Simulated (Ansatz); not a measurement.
A plane-wave run on LaMgH

input.yaml (Ansatz 0.2.0)

```yaml
crystal:
  lattice:
    - [6.905907, 0.0, 0.0]
    - [-3.452954, 5.980694, 0.0]
    - [0.0, 0.0, 4.223626]
  atoms:
    - { symbol: La, position: [0.42374, 0.0, 0.0] }
    - { symbol: La, position: [0.57626, 0.57626, 0.0] }
    - { symbol: La, position: [0.0, 0.42374, 0.0] }
    - { symbol: Mg, position: [0.7552, 0.0, 0.5] }
    - { symbol: Mg, position: [0.2448, 0.2448, 0.5] }
    - { symbol: Mg, position: [0.0, 0.7552, 0.5] }
    - { symbol: H, position: [0.0, 0.0, 0.0] }
    - { symbol: H, position: [0.6667, 0.3333, 0.5] }
    - { symbol: H, position: [0.3333, 0.6667, 0.5] }
  symmetry: { tolerance: 0.0003 }
kpoints:
  mp_grid: { grid: [6, 6, 8], shift: [0, 0, 0] }
  band_path:
    path:
      - [0.0, 0.0, 0.0]
      - [0.5, 9.0e-08, 0.0]
      - [0.33333333, 0.33333343, 0.0]
      - [0.0, 0.0, 0.0]
      - [0.0, 0.0, 0.5]
      - [0.5, 9.0e-08, 0.5]
      - [0.33333333, 0.33333343, 0.5]
      - [0.0, 0.0, 0.5]
      - [0.5, 9.0e-08, 0.5]
      - [0.5, 9.0e-08, 0.0]
      - [0.33333333, 0.33333343, 0.5]
    npoints: 6
magnetization:
  spin_polarized: false
scf:
  occupations: { method: fermi_dirac }
  lower_state_search: "off"
  max_iter: 200
hamiltonian:
  pseudopotentials: { kind: paw }
  xc: pbe
basis:
  ecutwfc: 420
  fft_grid_basis: typed
output:
  forces: true
  stress: true
  eigenvalues: true
  bader: true
  populations: true
  elf: true
  write_potential: true
  volumetric_format: npy
  dos:
    e_range: [-12, 8]
    de: 0.05
    projected: { site_lists: { H: [H], La: [La], Mg: [Mg] } }
checkpoint:
  read: saved_state
```

The run starts from an earlier solution of this cell. 

Parts of the output:

```
Warning: the atoms were moved onto the symmetric positions of the space group found under crystal.symmetry.tolerance 3.0e-4 (fractional; no operation is sought that the atoms, as they stand in a round, miss by more than twice it, and no atom is moved by as much as it), and the run uses the moved positions.
La: projections on atomic orbitals take those of the free atom [Kr 4d10] 4f0 5s2 5p6 5d1 6s2, of charge +0.00 (hamiltonian.pseudopotentials.projection_atoms); the dataset's partial waves leave at most 1.9e-5 of an orbital's norm unspanned inside its sphere
Pseudopotentials: kind: paw
Pseudopotential: La, paw, valence charge 11, recommended cutoff 420 eV (normal), La.paw.azcp
Pseudopotential: Mg, paw, valence charge 10, recommended cutoff 420 eV (normal), Mg.paw.azcp
Pseudopotential: H, paw, valence charge 1, recommended cutoff 420 eV (normal), H.paw.azcp
Functional definition: PBE
  exchange = pbe_x(kappa = kappa, mu = beta*pi^2/3)
  correlation = pbe_c(beta = beta)
Crystal: 9 atoms, lattice volume = 174.445 Å³
Basis set: ecut = 420 eV, 3447 PW (Γ), exchange–correlation on 96×96×60 points (8 copies of the dense FFT grid, shifted against one another)
Bands: 42, of which v1, the nominal top of the filled ones, is band 33 counted from 1 (32 counted from 0)
Symmetry: 12 space group operations
Space group: P-62m (ITA 189), of the structure as read, at distance tolerance 1.7e-3 Å
k-points: 35 of 288 (time reversal used)
Initial density: read from a saved state, or passed on in memory by an earlier SCF of this step, an earlier step, the calling program or the single point that the run made first
Functional: x = pbe(κ = 0.804, μ = 0.2195), c = pbe(β = 0.0667)
SCF iter   1: F=—  Δρ=1.75e-3  dr2=1.24e-2
SCF iter   2: F=—  Δρ=1.08e-3  dr2=5.15e-3
SCF iter   3: F=—  Δρ=2.04e-4  dr2=7.22e-5
SCF iter   4: F=—  Δρ=5.71e-5  dr2=1.23e-5
SCF iter   5: F=—  Δρ=1.30e-5  dr2=4.79e-7
SCF iter   6: F=-24567.4080 eV  Δρ=5.09e-6  dr2=6.60e-8
Free energy (F): -24567.4080 eV
Harris-Foulkes:  -24567.4080 eV  (|F-HF|=5.17e-8)
Internal energy: -24567.1909 eV  (E = F + TS)
E sigma→0 (E₀):  -24567.2995 eV
Entropy (-TS):   -0.2170 eV (-24.115 meV/atom)
Fermi energy:    9.6832 eV
--- Per-component energies (eV) ---
  E_band       = -1121.2814
  E_kinetic    = 846.4336
  E_local      = -5884.5852  (includes V_loc(G=0)·N_el)
  E_nonlocal   = 577.5969
  E_hartree    = 2101.4776
  E_xc         = -532.0085
  E_vxc        = -590.2286  (∫ρ·V_xc dr)
  E_paw        = -17126.3142  (= ΣΔE_a)
  E_vpaw       = -273.4462  (= ΣTr[D̂ρ^β])
  E_aug_tail   = -0.0029  (compensation charges beyond the density's cutoff)
  E_ewald      = -4549.7882
  E_smearing   = -0.2170  (= −TS)
--- Forces (eV/Å), atoms counted from 1 ---
  atom   1  La    -1.0382     0.0000     0.0000
  atom   2  La     0.5191     0.8991     0.0000
  atom   3  La     0.5191    -0.8991     0.0000
  atom   4  Mg     0.6707     0.0000     0.0000
  atom   5  Mg    -0.3354    -0.5809     0.0000
  atom   6  Mg    -0.3354     0.5809     0.0000
  atom   7  H      0.0000     0.0000     0.0000
  atom   8  H      0.0000     0.0000     0.0000
  atom   9  H      0.0000     0.0000     0.0000
--- Stress (GPa, compression-positive) ---
        5.3979       0.0000       0.0000
        0.0000       5.3979       0.0000
        0.0000       0.0000       0.3664
  P = ⅓ Tr σ = 3.7207 GPa (37.207 kbar)
--- Löwdin populations: 9 sites ---
  site symbol       q [e]
     0     La     11.6586
     1     La     11.6586
     2     La     11.6586
     3     Mg      8.9340
     4     Mg      8.9340
     5     Mg      8.9340
     6      H      1.2911
     7      H      1.1809
     8      H      1.1809
  spilling = 0.0086 (of n_electrons = 66.0000)
```

Absolute energies hang on the potentials; compare differences alone.

Origin: a known structure type with other elements, at an estimated volume, so it need not be a known compound. Caveats: f levels without a U or exact exchange are poorly placed.
